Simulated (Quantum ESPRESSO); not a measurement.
```yaml
crystal:
  lattice:
    - [2.40251, 1.38709, 4.37208]
    - [-2.40251, 1.38709, 4.37208]
    - [0.00000, -2.77419, 4.37208]
  atoms:
    - { symbol: Al, position: [0.14790, 0.14790, 0.14790] }
    - { symbol: Al, position: [0.85210, 0.85210, 0.85210] }
    - { symbol: Al, position: [0.35210, 0.35210, 0.35210] }
    - { symbol: Al, position: [0.64790, 0.64790, 0.64790] }
    - { symbol: O, position: [0.94386, 0.55614, 0.25000] }
    - { symbol: O, position: [0.05614, 0.44386, 0.75000] }
    - { symbol: O, position: [0.25000, 0.94386, 0.55614] }
    - { symbol: O, position: [0.75000, 0.05614, 0.44386] }
    - { symbol: O, position: [0.55614, 0.25000, 0.94386] }
    - { symbol: O, position: [0.44386, 0.75000, 0.05614] }
```
Geometry: a computed entry of the Materials Project; it was not checked against measured cells. It is Al2O3 in R-3c. Stability against distortions was not tested.

With PBE (σ by GIPAW in a modified build of Quantum ESPRESSO; JTH PAW datasets, 22.5 Ha):

| quantity | PBE |
|---|---|
| σ_iso Al (ppm) | 534.4 |
| σ_iso O (ppm) | 160.8 |

Shieldings are absolute and leave out the bulk-susceptibility term; a larger σ means a smaller chemical shift. By our sweeps, such settings leave a few ppm in absolute σ. The datasets of Al hold no d projectors, which limits absolute σ on these atoms.

Problem. What does the LDA, on its own JTH datasets and the same geometry, give?

Solution. 
| quantity | LDA | LDA − PBE |
|---|---|---|
| σ_iso Al (ppm) | 522.0 | -12.4 |
| σ_iso O (ppm) | 145.6 | -15.2 |
